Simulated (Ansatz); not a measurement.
Data:

YSn₂:
```
YSn2
1.0
    4.39767     0.00000     0.00000
    0.00000     4.32541     0.00000
   -2.19207     0.00000     8.31057
Y Sn
2 4
Cartesian
  2.20127   1.08135   1.66839
  0.00432   3.24406   6.64218
  2.20295   1.08135   7.29822
  0.00264   3.24406   1.01235
  0.00505   1.08135   4.14346
  2.20054   3.24406   4.16711
```

This is the r²SCAN-relaxed structure.

Problem. All from r²SCAN in the plane-wave PAW code Ansatz, unless another level is named. Give the formation energy from the elements (no fitted shifts).

Solution. -63 kJ/mol of atoms.

Problem. Predict the density of states at the Fermi level.

Solution. 0.40 states/eV per atom (mean over ±0.08 eV).

Space group Cmcm. The first step of the workflow began from a Materials Project structure, measured or hypothetical; the Crystallography Open Database copy checked does not list it. Whether it is the stable phase at ambient conditions was not checked. The cell was relaxed with r²SCAN under the symmetry of its start; its stability against distortions is not shown here. No spin polarisation was allowed. The references are the lowest solids computed at this level, not always the standard phases. Scalar-relativistic: spin–orbit coupling is off unless named, which matters more the heavier the elements.

Potentials: the later of the program's two PAW sets.
